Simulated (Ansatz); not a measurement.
# LuCo₄B₄: field gradients at two levels of theory

Cell: a computed structure from the Materials Project (it need not be an observed phase), taken as it stands.

```cif
data_LuCo4B4
_symmetry_space_group_name_H-M 'P4_2/nmc:1'
_symmetry_Int_Tables_number 137
_cell_length_a 4.9785
_cell_length_b 4.9785
_cell_length_c 6.9214
_cell_angle_alpha 90.000
_cell_angle_beta 90.000
_cell_angle_gamma 90.000
loop_
_atom_site_label
_atom_site_type_symbol
_atom_site_symmetry_multiplicity
_atom_site_Wyckoff_symbol
_atom_site_fract_x
_atom_site_fract_y
_atom_site_fract_z
Lu Lu 2 a 0.0000 0.0000 0.0000
Co Co 8 g 0.2533 0.5000 0.8615
B B 8 g 0.8250 0.5000 0.1571
```

One atom of each set is listed.

First run. Computed with Ansatz: DFT, PBE, plane waves and PAW, scalar-relativistic, collinear spin, 420 eV cutoff, Γ-centred 7×7×5 k-points, Fermi–Dirac smearing 0.05 eV. Start moments as typed (μB): 2 on each Co, none on the rest.

```
site  V_zz (10²¹ V/m²)     η  m (μB)
  Lu            -11.91  0.00    0.00
  Co              2.09  0.92    0.00
   B             -0.67  0.36    0.00
```

Second run. The same atoms and settings, except that the functional is r2SCAN and the cutoff is 500 eV.

Problem. What does the second run give?

Solution. 

| site | V_zz | η | change of V_zz | m (μB) |
| --- | --- | --- | --- | --- |
| Lu | -9.28 | 0.00 | +2.63 | -0.02 |
| Co | -2.78 | 0.43 | – | 0.68 |
| B | -0.56 | 0.52 | +0.11 | -0.01 |

The largest change of V_zz along a kept axis is on Lu, from -11.91 to -9.28. In per cent, |V_zz| changes by -22 on Lu (all sites that start above 2, bar those whose gradient vanishes or changes sign or whose main axis turns by over 40°). Where |V_zz| stays above 0.1 and the axes keep their order, η moves most on B, from 0.36 to 0.52. On Co the largest principal value lies along another axis in the second run, so the two V_zz can't be compared directly. The absolute magnetisation of the cell goes from 0.0 to 6.3 μB.

With no gap above 0.1 eV, as in a metal, the gradients converge slowly in k; expect changes of a tenth or more on a denser mesh. Without spin–orbit coupling the gradients at and beside Lu can be off by some per cent, at some sites by more. With these PAW files V_zz is typically within 2 to 3 % of all-electron values, but misses above 10 % occur on Co.
For the first run: The start moments die out, and the run ends without spin.
For the second run: At this cell the principal stresses reach 5 GPa in size with r2SCAN, which can matter for small gradients. The largest force is 0.5 eV/Å, so the atoms aren't at the calculated equilibrium and relaxing them would move these values. The program didn't check the stability of this electronic state in full, so a lower one may lie near. The run lost most of its start moments on Co; a state with other moments may lie lower. The magnetic order is the one that the run reached from its start moments, not necessarily the measured one (the real compound may not order at all).
